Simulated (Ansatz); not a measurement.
ZnO, first-principles data

ZnO:
```
CELL_PARAMETERS angstrom
      3.91077     0.00000     0.00000
      0.00000     3.91077     0.00000
      0.00000     0.00000     3.41486
ATOMIC_POSITIONS crystal
  Zn 0.50000 0.00000 0.06145
  Zn 0.00000 0.50000 0.93855
  O  0.00000 0.00000 0.00000
  O  0.50000 0.50000 0.00000
```

Space group P4/nmm (No. 129); conventional cell a = 3.911 Å, b = 3.911 Å, c = 3.415 Å, α = 90.00°, β = 90.00°, γ = 90.00°.

Method: the program Ansatz at the LDA level (PAW). Structure relaxed to zero pressure with the same functional. Other levels are named where they apply.

**Cell and energy**

Volume per atom: 13.06 Å³
Density: 5.17 g/cm³
Formation energy from the elements (no fitted shifts): -104 kJ/mol of atoms

**Electronic structure**

Electronic character: metallic (no gap)
Density of states at the Fermi level: 0.06 states/eV per atom (mean over ±0.08 eV)

**Mechanics**

- Bulk modulus (Birch–Murnaghan fit) = 10.5 GPa
- Pressure derivative B′ = 10.5

**Phonons**

* **Highest zone-centre frequency**: 588 cm^-1
* **Zone-centre stability**: unstable, softest mode 201i cm⁻¹

A made-up cell: these elements were put on the sites of a structure type; neither database checked (COD, Materials Project) lists it. It is not the phase usual at ambient conditions (space group No. 186). The LDA relaxation kept the symmetry of its start. A crystal of weakly bound layers computed without a dispersion correction: the cell and the soft elastic constants depend strongly on that. As this level gives no gap, phonon frequencies hold no LO–TO term and depend on the k-mesh and smearing (Fermi–Dirac, 0.1 eV here). The references are the lowest solids computed at this level, not always the standard phases (solids in place of the gases).

Potentials: the later of the program's two PAW sets.
